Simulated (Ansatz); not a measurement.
RuSb2 (space group Pnnm): energy against volume

RuSb2 (space group Pnnm)

```cif
data_Ru2Sb4
_chemical_formula_sum 'Sb4 Ru2'
_space_group_name_H-M_alt 'P 1'
_space_group_IT_number 1
_cell_length_a 5.95718
_cell_length_b 6.66334
_cell_length_c 3.17624
_cell_angle_alpha 90.000
_cell_angle_beta 90.000
_cell_angle_gamma 90.000
loop_
_space_group_symop_operation_xyz
  'x, y, z'
loop_
_atom_site_label
_atom_site_type_symbol
_atom_site_fract_x
_atom_site_fract_y
_atom_site_fract_z
_atom_site_occupancy
Sb1 Sb 0.18218 0.35735 0.00000 1
Sb2 Sb 0.81782 0.64265 0.00000 1
Sb3 Sb 0.68218 0.14265 0.50000 1
Sb4 Sb 0.31782 0.85735 0.50000 1
Ru1 Ru 0.00000 0.00000 0.00000 1
Ru2 Ru 0.50000 0.50000 0.50000 1
```

E(V) scan at fixed shape, V₀ the volume above. The atoms relax within the cell's symmetry.

All values below come from PBEsol (plane waves to 420 eV, PAW, scalar-relativistic; Ansatz, an electronic-structure program). k mesh 8×7×15 (Γ-centred), Fermi-Dirac smearing 0.05 eV. Energies are smeared free energies. Compression counts positive. With the shape held, the modulus is that of even scaling; a crystal free to change shape is softer. At this level the bands of RuSb2 touch or barely overlap; measurements give the solid a gap. RuSb2 is run without spin polarisation. RuSb2 was relaxed with its symmetry unable to fall. Spin-orbit coupling is left out, though Sb is heavy. ΔE is measured from the relaxed starting cell.

| V (Å³/cell) | ΔE (meV/atom) | P (GPa) |
|---|---|---|
| 118.51 | 35 | 9.6 |
| 119.78 | 24 | 7.7 |
| 121.04 | 15 | 6.0 |
| 122.30 | 8 | 4.4 |
| 123.56 | 4 | 2.8 |
| 124.82 | 1 | 1.4 |
| 126.08 | 0 | 0.0 |
| 127.34 | 1 | -1.3 |
| 128.60 | 3 | -2.5 |
| 129.86 | 7 | -3.7 |
| 131.12 | 13 | -4.7 |
| 132.38 | 20 | -5.7 |
| 133.64 | 28 | -6.7 |

Read from the data:

The pressure at the smallest volume is 9.6 GPa and the energy cost of the largest compression is 35 meV/atom. The energy cost of the largest expansion comes out as 28 meV/atom and the bulk modulus at fixed cell shape B₀ (third-order Birch-Murnaghan fit) comes out as 133 GPa. The pressure derivative B₀′ (fit) is 4.9 and the equilibrium volume of the fit is 21.01 Å³/atom. The pressure for 5 % compression (fit) is 7.7 GPa.

(A scan under strain: stresses follow from slopes of the energy per volume, elastic moduli from its curvatures.)
